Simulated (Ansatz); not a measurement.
**AlRu (Pm-3m), clamped-ion strain scan**

Theory: DFT r2SCAN, scalar-relativistic, plane waves, PAW in Ansatz 0.2.0. The runs took a 500 eV cutoff, a Γ-centred 16×16×16 mesh and Gaussian smearing (0.15 eV). No spin polarisation. Energies are free energies at this smearing, counted from the undisturbed cell; pressure is positive in compression.

The undisturbed cell (as given, not relaxed at this level; it stands at -2.0 GPa, and it needn't be the usual structure):

```
Al Ru
1.0
     2.99160    0.00000    0.00000
     0.00000    2.99160    0.00000
     0.00000    0.00000    2.99160
Al Ru
1 1
Direct
  0.00000 0.00000 0.00000
  0.50000 0.50000 0.50000
```

The cell is strained by ε times the Voigt pattern (0, 0, 1, 0, 0, 0) (xx, yy, zz, yz, xz, xy; engineering shear) with fractional coordinates fixed. The cell is metallic on the mesh throughout.

```tsv
ε	ΔE (meV/atom)	stress summed along the pattern (GPa, tension positive)	pressure (GPa)
-0.0200	?	?	2.6
-0.0150	?	-3.33	?
-0.0100	-0.2	-1.51	0.2
-0.0050	-0.5	0.26	-0.9
0.0000	0.0	1.96	-2.0
0.0050	1.2	?	?
0.0100	3.0	5.18	-4.0
0.0150	5.5	6.71	-5.0
0.0175	7.0	7.45	-5.5
0.0200	8.6	8.18	-5.9
```

(1) Give the withheld values.

Answers

(1) ΔE (meV/atom) at ε = -0.0200: 2.6; stress summed along the pattern (GPa, tension positive) at ε = -0.0200: -5.23; ΔE (meV/atom) at ε = -0.0150: 0.8; pressure (GPa) at ε = -0.0150: 1.4; stress summed along the pattern (GPa, tension positive) at ε = 0.0050: 3.60; pressure (GPa) at ε = 0.0050: -3.0.